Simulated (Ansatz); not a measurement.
BaTiO3 in space group P4mm (No. 99; Ti on 1b, Ba on 1a, O on 1b, O on 2c) under volume change, plane-wave PAW HSE06 (Ansatz code), shape and atoms relaxed at each volume.

| V (Å³/atom) | E − E(relaxed) (meV/atom) | P (GPa) |
|---|---|---|
| 11.747 | 46.3 | 14.90 |
| 12.134 | 18.4 | 8.49 |
| 12.521 | (withheld) | (withheld) |
| 12.909 | 0.0 | -0.01 |
| 13.296 | 3.1 | -2.45 |
| 13.683 | (withheld) | (withheld) |
| 14.070 | 20.7 | -4.22 |

**Question.** What belongs in the gaps?

**Answer.** 
- 13.683, E − E(relaxed) (meV/atom): 10.9
- 13.683, P (GPa): -3.86
- 12.521, E − E(relaxed) (meV/atom): 4.1
- 12.521, P (GPa): 3.63

**Question.** What does a third-order Birch–Murnaghan fit give for V₀, B₀ and B′?

**Answer.** V₀ = 12.91 Å³/atom, B₀ = 93.5 GPa, B′ = 12.3.

The cell was relaxed with HSE06 under the symmetry of its start. The run is not spin-polarised. Scalar-relativistic: spin–orbit coupling is off unless named, which matters more the heavier the elements.

Potentials: the later of the program's two PAW sets.
